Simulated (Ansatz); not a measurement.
Ansatz (an electronic-structure program) input:

Ansatz 0.2 input:
```yaml
crystal:
  lattice:
    - [1.8041219655, -2.0664128703, 0.0]
    - [1.8041219655, 2.0664128703, 0.0]
    - [0.0, 0.0, 3.7891087298]
  atoms:
    - { symbol: Ti, position: [0.5, 0.5, 0.0] }
    - { symbol: Si, position: [0.0, 0.0, 0.5] }
kpoints:
  mp_grid: { grid: [31, 31, 23] }
hamiltonian:
  xc: pbesol
  pseudopotentials: { azcp: { folder: ./paw }, kind: paw }
scf:
  occupations: { method: fermi_dirac, width: 0.1 }
elastic: { mode: relaxed_ion, stencil: two_point, amplitude: 0.005, f_tol: 0.0005 }
```

Output (shortened):

```
Pseudopotential: Ti, paw, valence charge 12
Pseudopotential: Si, paw, valence charge 4
Functional definition: PBEsol
Crystal: 2 atoms, lattice volume = 28.252 Å³
Basis set: ecut = 420 eV, 561 PW (Γ), exchange–correlation on 40×40×54 points (8 copies of the dense FFT grid, shifted against one another)
Bands: 12, of which v1, the nominal top of the filled ones, is band 8 counted from 1 (7 counted from 0)
Symmetry: 8 space group operations
Space group: Cmmm (ITA 65), of the structure as read, at distance tolerance 3.0e-5 Å
k-points: 3072 of 22103
the search or the solves at the SCF's close seem to have found levels that the self-consistency loop had missed (the run counts 3) …
SCF 1 converged in 9 iterations: F = -3096.656555 eV  dr2 = 1.12e-14
Crystal: 2 atoms, lattice volume = 28.111 Å³
Basis set: ecut = 420 eV, 559 PW (Γ), exchange–correlation on 40×40×54 points (8 copies of the dense FFT grid, shifted against one another)
SCF 2 converged in 7 iterations: F = -3096.655953 eV  dr2 = 6.49e-15
Crystal: 2 atoms, lattice volume = 28.393 Å³
Basis set: ecut = 420 eV, 569 PW (Γ), exchange–correlation on 40×40×54 points (8 copies of the dense FFT grid, shifted against one another)
SCF 3 converged in 6 iterations: F = -3096.656190 eV  dr2 = 1.11e-14
Crystal: 2 atoms, lattice volume = 28.111 Å³
Basis set: ecut = 420 eV, 553 PW (Γ), exchange–correlation on 40×40×54 points (8 copies of the dense FFT grid, shifted against one another)
SCF 4 converged in 7 iterations: F = -3096.656086 eV  dr2 = 3.15e-14
Crystal: 2 atoms, lattice volume = 28.393 Å³
SCF 5 converged in 6 iterations: F = -3096.656318 eV  dr2 = 1.24e-14
Crystal: 2 atoms, lattice volume = 28.111 Å³
SCF 6 converged in 7 iterations: F = -3096.655880 eV  dr2 = 8.42e-15
Crystal: 2 atoms, lattice volume = 28.393 Å³
Basis set: ecut = 420 eV, 573 PW (Γ), exchange–correlation on 40×40×54 points (8 copies of the dense FFT grid, shifted against one another)
SCF 7 converged in 6 iterations: F = -3096.656043 eV  dr2 = 5.17e-15
Crystal: 2 atoms, lattice volume = 28.252 Å³
Basis set: ecut = 420 eV, 565 PW (Γ), exchange–correlation on 40×40×54 points (8 copies of the dense FFT grid, shifted against one another)
Symmetry: 4 space group operations
k-points: 5712 of 22103
SCF 8 converged in 7 iterations: F = -3096.656522 eV  dr2 = 5.13e-15
Crystal: 2 atoms, lattice volume = 28.252 Å³
SCF 9 converged in 6 iterations: F = -3096.656522 eV  dr2 = 4.67e-15
Crystal: 2 atoms, lattice volume = 28.252 Å³
SCF 10 converged in 7 iterations: F = -3096.656197 eV  dr2 = 2.11e-14
Crystal: 2 atoms, lattice volume = 28.252 Å³
SCF 11 converged in 6 iterations: F = -3096.656197 eV  dr2 = 3.24e-15
Crystal: 2 atoms, lattice volume = 28.252 Å³
k-points: 5772 of 22103
SCF 12 converged in 7 iterations: F = -3096.656354 eV  dr2 = 1.38e-14
Crystal: 2 atoms, lattice volume = 28.252 Å³
SCF 13 converged in 6 iterations: F = -3096.656354 eV  dr2 = 1.48e-15
SCF converged after 9 iterations
Free energy (F): -3096.656555 eV
Harris-Foulkes:  -3096.656555 eV  (|F-HF|=0.00e0)
Internal energy: -3096.618827 eV  (E = F + TS)
E sigma→0 (E₀):  -3096.637691 eV
Entropy (-TS):   -0.037728 eV (-18.864 meV/atom)
Fermi energy:    13.793410 eV
--- Per-component energies (eV) ---
  E_band       = -120.783813
  E_kinetic    = 326.410402
  E_local      = -1000.671106  (includes V_loc(G=0)·N_el)
  E_nonlocal   = 85.252734
  E_hartree    = 420.052010
  E_xc         = -173.633728
  E_vxc        = -196.072451  (∫ρ·V_xc dr)
  E_paw        = -1515.452843  (= ΣΔE_a)
  E_vpaw       = -175.807365  (= ΣTr[D̂ρ^β])
  E_aug_tail   = -0.000046  (compensation charges beyond the density's cutoff)
  E_ewald      = -1238.747195
  E_core_change = 0.170945  (= ΣΔE_core)
  E_smearing   = -0.037728  (= −TS)
  E_closure    = 0.000000  (closes the sum)
  Σ components = -3096.656555   (vs F -3096.656555, Δ=0.00e0)
--- Forces (eV/Å), atoms counted from 1 ---
  atom   1  Ti     0.00000000     0.00000000     0.00000000
  atom   2  Si     0.00000000     0.00000000     0.00000000
  max |Σ_I F_I| component: 0.0 eV/Å
--- Stress (GPa, compression-positive) ---
        0.127063       0.000000       0.000000
        0.000000       0.127655       0.000000
        0.000000       0.000000       0.086828
  P = ⅓ Tr σ = 0.1138 GPa (1.138 kbar)
--- Band table (eV; the first three rows and the last of 3072) ---
  k-point 0: bands = ["-42.5872", "-19.1217", "-18.6576", "-18.5449", "1.8174", "11.2249", "11.9804", "12.5432", "15.5703", "16.1929", "16.9202", "19.2640"]
  k-point 1: bands = ["-42.5872", "-19.1226", "-18.6576", "-18.5449", "1.8359", "11.0106", "12.1638", "12.5483", "15.5421", "16.1762", "16.9215", "19.3182"]
  k-point 2: bands = ["-42.5870", "-19.1252", "-18.6575", "-18.5448", "1.8909", "10.5977", "12.4867", "12.5636", "15.4631", "16.1287", "16.9252", "19.4748"]
  k-point 3071: bands = ["-42.4198", "-19.1821", "-19.1069", "-18.9896", "8.7562", "9.7842", "10.2300", "11.0235", "15.8472", "16.4183", "16.5246", "18.0634"]
--- Elastic constants: 6 strain directions × 2 members + reference (group order 8) ---
  dense FFT box of the reference and of every strained cell: 20×20×27
  strains applied: 11, 22, 33, 23, 13, 12; error gains …
  C = ∂σ_k/∂η_j (tension-positive GPa; Voigt order 11 22 33 23 13 12):
       219.382    112.668    123.577      0.000      0.000      0.000
       112.650    160.318    104.151      0.000      0.000      0.000
       123.544    104.105    269.269      0.000      0.000      0.000
         0.000      0.000      0.000     14.947      0.000      0.000
         0.000      0.000      0.000      0.000    162.085      0.000
         0.000      0.000      0.000      0.000      0.000     91.056
  reference stress σ⁰ (GPa):     -0.127     -0.128     -0.087      0.000      0.000      0.000
  moduli (Voigt/Reuss/Hill, GPa): K = 147.74/139.06/143.40   G = 74.19/39.35/56.77   E = 150.46   ν = 0.325
  mechanically stable: yes (min eigenvalue of sym C = 14.95 GPa)
  strain η (Voigt 11):  stress-route row diagonal C_11 = 219.38 GPa, energy-path curvature d²(F+E_count+ΔE)/dδ²/Ω₀ = 219.37 GPa
         δ    σ_11 (GPa)             F (eV)   n_scf  n_hpsi   n_pw
    -5.000e-3      -1.2461       -3096.6559530       7  679059    564   relax 0 steps, max|allowed force component| 0.0 eV/Å
     5.000e-3       0.9477       -3096.6561902       6  590849    571   relax 0 steps, max|allowed force component| 0.0 eV/Å
  strain η (Voigt 22):  stress-route row diagonal C_22 = 160.32 GPa, energy-path curvature d²(F+E_count+ΔE)/dδ²/Ω₀ = 160.33 GPa
         δ    σ_22 (GPa)             F (eV)   n_scf  n_hpsi   n_pw
    -5.000e-3      -0.9405       -3096.6560856       7  689654    565   relax 0 steps, max|allowed force component| 0.0 eV/Å
     5.000e-3       0.6627       -3096.6563175       6  591220    569   relax 0 steps, max|allowed force component| 0.0 eV/Å
  strain η (Voigt 33):  stress-route row diagonal C_33 = 269.27 GPa, energy-path curvature d²(F+E_count+ΔE)/dδ²/Ω₀ = 269.27 GPa
         δ    σ_33 (GPa)             F (eV)   n_scf  n_hpsi   n_pw
    -5.000e-3      -1.4503       -3096.6558796       7  664680    564   relax 0 steps, max|allowed force component| 0.0 eV/Å
     5.000e-3       1.2423       -3096.6560431       6  562898    573   relax 0 steps, max|allowed force component| 0.0 eV/Å
  strain η (Voigt 23):  stress-route row diagonal C_44 = 14.95 GPa, energy-path curvature d²(F+E_count+ΔE)/dδ²/Ω₀ = 14.98 GPa
         δ    σ_23 (GPa)             F (eV)   n_scf  n_hpsi   n_pw
    -5.000e-3      -0.0747       -3096.6565219       7  1152015    566   relax 0 steps, max|allowed force component| 0.0 eV/Å
     5.000e-3       0.0747       -3096.6565219       6  1074203    566   relax 0 steps, max|allowed force component| 0.0 eV/Å
  strain η (Voigt 13):  stress-route row diagonal C_55 = 162.08 GPa, energy-path curvature d²(F+E_count+ΔE)/dδ²/Ω₀ = 162.14 GPa
         δ    σ_13 (GPa)             F (eV)   n_scf  n_hpsi   n_pw
    -5.000e-3      -0.8104       -3096.6561975       7  1193451    567   relax 0 steps, max|allowed force component| 0.00e0 eV/Å
     5.000e-3       0.8104       -3096.6561975       6  1111955    567   relax 0 steps, max|allowed force component| 0.00e0 eV/Å
  strain η (Voigt 12):  stress-route row diagonal C_66 = 91.06 GPa, energy-path curvature d²(F+E_count+ΔE)/dδ²/Ω₀ = 91.12 GPa
         δ    σ_12 (GPa)             F (eV)   n_scf  n_hpsi   n_pw
    -5.000e-3      -0.4553       -3096.6563541       7  1221950    567   relax 0 steps, max|allowed force component| 0.00e0 eV/Å
     5.000e-3       0.4553       -3096.6563541       6  1187076    567   relax 0 steps, max|allowed force component| 0.00e0 eV/Å
```

Cost: very roughly 7 core-minutes on shared cores.

The workflow started from a Materials Project entry (that database holds measured and hypothetical structures alike); the Crystallography Open Database copy checked does not list it. COD files the formula under space group No. 25. Its standing as an ambient phase is unchecked. The PBEsol relaxation kept the symmetry of its start; whether a distortion lowers the energy is not shown. No spin polarisation was allowed. As this level gives no gap, shear constants depend on the k-mesh and smearing (Fermi–Dirac, 0.1 eV here).

Potentials: the earlier of the program's two PAW sets. The files were generated under PBE; for other functionals the program regenerates the frozen cores, and for LDA and PBEsol the local potential too.

Ansatz is a plane-wave DFT program.
